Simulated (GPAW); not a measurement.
Equation of state of GaGe3 under PBE

```yaml
crystal:
  lattice:
    - [0.00000, 3.38717, 3.38717]
    - [3.38717, 0.00000, 3.38717]
    - [3.38717, 3.38717, 0.00000]
  atoms:
    - { symbol: Ge, position: [0.50000, 0.50000, 0.50000] }
    - { symbol: Ge, position: [0.75000, 0.75000, 0.75000] }
    - { symbol: Ge, position: [0.25000, 0.25000, 0.25000] }
    - { symbol: Ga, position: [0.00000, 0.00000, 0.00000] }
```

The cell comes from a database or a generator and needn't be the stable form of this composition.

The cell was scaled at fixed shape and fractions and run with GPAW, GPAW PAW data sets (gpaw-data 1.2.1), cutoff 600 eV; PBE, k mesh 7 × 7 × 7 on the cell of 4 atoms, fermi-dirac occupations of 0.05 eV, no spin polarisation, no spin-orbit coupling. Energies are those that the program minimises, any entropy of the smearing included. For a metal such a mesh isn't converged to the digits shown.

```tsv
V (Å³/atom)	energy over the lowest row (meV/atom)
18.2645	9.988
18.6531	3.103
19.0417	0.000
19.4303	0.251
19.8189	?
20.2075	9.294
20.5961	17.456
```

**Question.** Fit the third-order Birch-Murnaghan form, give V0, B0 and B′, and predict the energy left open.

**Answer.** With y = (V0/V)^(2/3), E = E0 + (9 V0 B0/16) [(y - 1)³ B′ + (y - 1)² (6 - 4y)]. Least squares through the rows shown give V0 = 19.2037 Å³/atom, E0 = -0.279 meV, B0 = 64.77 GPa (1 eV/Å³ = 160.218 GPa) and B′ = 5.01, with a largest miss of 0.004 meV. At V = 19.8189 the form with these constants gives 3.461 meV; the run gave 3.462 meV an atom.
